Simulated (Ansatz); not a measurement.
CaHClO:
```cif
data_H2Ca2Cl2O2
_chemical_formula_sum 'Ca2 H2 Cl2 O2'
_space_group_name_H-M_alt 'P63mc'
_space_group_IT_number 186
_space_group_name_Hall 'P 6c -2c'
_cell_length_a 3.86440
_cell_length_b 3.86440
_cell_length_c 9.81715
_cell_angle_alpha 90.000
_cell_angle_beta 90.000
_cell_angle_gamma 120.000
loop_
_atom_site_label
_atom_site_type_symbol
_atom_site_symmetry_multiplicity
_atom_site_Wyckoff_symbol
_atom_site_fract_x
_atom_site_fract_y
_atom_site_fract_z
_atom_site_occupancy
Ca1 Ca 2 b 0.33333 0.66667 0.00075 1
H1 H 2 a 0.00000 0.00000 0.16606 1
Cl1 Cl 2 b 0.33333 0.66667 0.31737 1
O1 O 2 a 0.00000 0.00000 0.06762 1
```

Relaxed with r²SCAN. The program Ansatz at the r²SCAN level (PAW) gives a gap of 6.12 eV.

Task: What gap does HSE06 give on the same cell (Ansatz, PAW)?

Result: 6.89 eV, 0.77 eV more. The hybrid was solved on a coarser mesh and at special points; the gap given is the minimum over both.

```tsv
k	v1 r²SCAN	c1 r²SCAN	v1 HSE06	c1 HSE06
Γ	0.00	6.12	0.00	6.89
A	-0.11	6.88	-0.10	7.68
K	-0.43	7.18	___	___
H	-0.27	7.24	___	___
M	-0.19	6.70	___	___
L	-0.35	7.07	___	___
```

Task: Top valence (v1) and lowest conduction level (c1) in eV from each method's valence maximum (which need not be a listed point): supply the withheld HSE06 values.

Result: 
- H, v1 HSE06: -0.39
- H, c1 HSE06: 8.38
- K, v1 HSE06: -0.58
- K, c1 HSE06: 8.31
- M, v1 HSE06: -0.26
- M, c1 HSE06: 7.75
- L, v1 HSE06: -0.44
- L, c1 HSE06: 8.16

Cost on shared cores: the r²SCAN run (SCF on a 8×8×3 mesh, then bands and DOS) very roughly 2.2 core-minutes, the HSE06 run (SCF on 5×5×2, then a few points) roughly 2.6 core-minutes; the tasks are unlike.

Space group P6_3mc. The workflow started from a Materials Project entry (that database holds measured and hypothetical structures alike); the Crystallography Open Database copy checked does not list it. Its standing as an ambient phase is unchecked. Symmetry was held in the r²SCAN relaxation; whether a distortion lowers the energy is not shown.

Potentials: the later of the program's two PAW sets.
